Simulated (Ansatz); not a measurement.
LuTl3 (Cu3Au type, Pm-3m), PBE (plane waves, PAW; program Ansatz), all energies at zero smearing, with the estimated change up to a 700 eV cutoff added, with one set of potentials and settings (totals compare only within such a set). Cell of 4 atoms (1 Lu, 3 Tl): -49065.325 eV.

```tsv
element	reference phase	E (eV/atom)
Lu	P6_3/mmc, 2 atoms in the cell	-14732.4262
Tl	P6_3/mmc, 2 atoms in the cell	-11444.1498
```

Formation energy per atom, worked out: (-49065.325 − 1×(-14732.4262) − 3×(-11444.1498))/4 = -0.112 eV/atom (-11 kJ per mol of atoms), at 0 K, without zero-point energy or fitted corrections.

The workflow started from an entry of the Crystallography Open Database (COD). Whether it is the stable phase at ambient conditions was not checked. Symmetry was held in the PBE relaxation; whether a distortion lowers the energy is not shown. The references are the lowest solids computed at this level, not always the standard phases. Spin–orbit coupling is left out wherever it is not named.

Potentials: the later of the program's two PAW sets.
